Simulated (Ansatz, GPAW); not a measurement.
AlIn: 7 runs at one level of theory

```xyz
2
Lattice="3.0541 0.0000 0.0000 -1.5271 2.6450 0.0000 0.0000 0.0000 5.8280" Properties=species:S:1:pos:R:3 pbc="T T T"
Al    0.0000    0.0000    0.0000
In    0.0000    0.0000    2.9140
```

The cell comes from a database or a generator and needn't be the stable form of this composition.

Alike in all runs: task band structure; functional PBE; k mesh 10 × 10 × 5; occupations fermi-dirac, width 0.05 eV; no spin polarisation; no spin-orbit coupling. Pressure is positive in compression and, in plane waves, holds the error of the finite cutoff, which Ansatz's Pulay term estimates and takes out.

```
                                program and potentials  plane-wave cutoff (eV)                                                                      notes  pressure (GPa)
                                    Ansatz, Ansatz PAW                     420   8 valence electrons an atom on average; Pulay term of +0.04 GPa included           -0.12
                                       Ansatz, SPMS NC                     544                                     8 valence electrons an atom on average           -0.08
            GPAW, GPAW PAW data sets (gpaw-data 1.2.1)                     600                                     8 valence electrons an atom on average           -0.37
               Ansatz, PseudoDojo standard (PBE files)                     952                                     8 valence electrons an atom on average           -0.17
              Ansatz, PseudoDojo stringent (PBE files)                    1116  12 valence electrons an atom on average; Pulay term of +0.03 GPa included           -0.15
                                     Ansatz, Ansatz NC                     952                                     8 valence electrons an atom on average           -0.09
Ansatz, Ansatz PAW (files of its older set among them)                     900                                    16 valence electrons an atom on average           -0.11
```

The pressure spans -0.37 (GPAW, GPAW PAW data sets (gpaw-data 1.2.1)) to -0.08 GPa (Ansatz, SPMS NC).

The functional is the same throughout but for its coding, so the spread measures potentials, basis and numerics; runs on potential files found faulty are left out.
